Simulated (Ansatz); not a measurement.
In r²SCAN+D4 (plane waves, PAW; program Ansatz), ScBeNO in the trigonal phase (P3m1; Sc on 1b, Be on 1c, O on 1b, N on 1c) relaxes to a = 3.267 Å, c = 4.825 Å. Its formation energy from the elements is -2.07 eV/atom, with no fitted shifts.

The Kohn–Sham gap is 3.67 eV (indirect). The valence maximum lies at L and the conduction minimum at Γ. HSE06 on the same cell gives 4.38 eV. Electrons at the band edge weigh 0.38, 0.38, 0.61 mₑ (principal values). The hole mass is 1.6, 2.5, 4.9 mₑ (principal values).

Bader charges are Sc +1.88, Be +1.75, O -1.65, N -1.97 e.

The start of the workflow was typed in or built on a structure type; neither database checked (COD, Materials Project) lists it. Whether it is the stable phase at ambient conditions was not checked. The cell was relaxed with r²SCAN+D4 under the symmetry of its start; its stability against distortions is not shown here. No spin polarisation was allowed. The volume moved by -22 % from the start of the relaxation. The references are the lowest solids computed at this level, not always the standard phases (solids in place of the gases).

Potentials: the earlier of the program's two PAW sets. The files were generated under PBE; for other functionals the program regenerates the frozen cores, and for LDA and PBEsol the local potential too.
